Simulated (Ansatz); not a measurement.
Values for one crystal, relaxed and computed with r²SCAN in the plane-wave PAW code Ansatz; other levels are named.

```yaml
volume_per_atom: 9.29 Å³
band_gap: 3.11 eV (indirect)
Hole effective mass, band 3 of 3 at the edge: 0.60 along [100], 0.60 along [110], 0.60 along [111] (mₑ)
HSE06 gap on the r²SCAN cell: 3.74 eV
valence_band_maximum: at Γ
Elastic constants (relaxed ions, GPa): C11 = 362, C12 = 210, C44 = 169
electron_effective_mass: 0.58, 0.58, 8.4 mₑ (principal values)
```

Q: Which compound is it?
A) Si, P6_3/mmc (Si on 4e, Si on 4f, Si on 4f)
B) C, Pn-3m (C on 24j)
C) B, I4_132 (B on 8a)
D) Ge, Im-3m (Ge on 12d)

A: B, C, Pn-3m (C on 24j)

The start of the workflow was typed in or built on a structure type; neither database checked (COD, Materials Project) lists it. It is not the phase usual at ambient conditions (space group No. 194, 227). The cell was relaxed with r²SCAN under the symmetry of its start; whether a distortion lowers the energy is not shown.

Potentials: the later of the program's two PAW sets.
